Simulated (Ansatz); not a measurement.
Consider the following.

ScBi:
```cif
data_BiSc
_chemical_formula_sum 'Sc1 Bi1'
_space_group_name_H-M_alt 'P 1'
_space_group_IT_number 1
_cell_length_a 4.20041
_cell_length_b 4.20041
_cell_length_c 4.20041
_cell_angle_alpha 60.000
_cell_angle_beta 60.000
_cell_angle_gamma 60.000
loop_
_space_group_symop_operation_xyz
  'x, y, z'
loop_
_atom_site_label
_atom_site_type_symbol
_atom_site_fract_x
_atom_site_fract_y
_atom_site_fract_z
_atom_site_occupancy
Sc1 Sc 0.50000 0.50000 0.50000 1
Bi1 Bi 0.00000 0.00000 0.00000 1
```

This is the PBEsol-relaxed structure.

Problem. All from PBEsol (plane waves, PAW; program Ansatz), unless another level is named. Give the Young's modulus.

Solution. 83.6 GPa.

Problem. Give the highest zone-centre frequency.

Solution. 196 cm⁻¹.

Space group Fm-3m (rock salt). The workflow started from a Materials Project entry (that database holds measured and hypothetical structures alike); the Crystallography Open Database copy checked does not list it. With Sc and Bi taken as one species the cell has the higher symmetry Pm-3m, so it may be an ordered model of a mixed-site phase. Whether it is the stable phase at ambient conditions was not checked. The cell was relaxed with PBEsol under the symmetry of its start; of distortions, only those at the zone centre were tested. The run is not spin-polarised. As this level gives no gap, phonon frequencies hold no LO–TO term and depend on the k-mesh and smearing (Fermi–Dirac, 0.1 eV here). Spin–orbit coupling is left out wherever it is not named.

Potentials: the later of the program's two PAW sets.
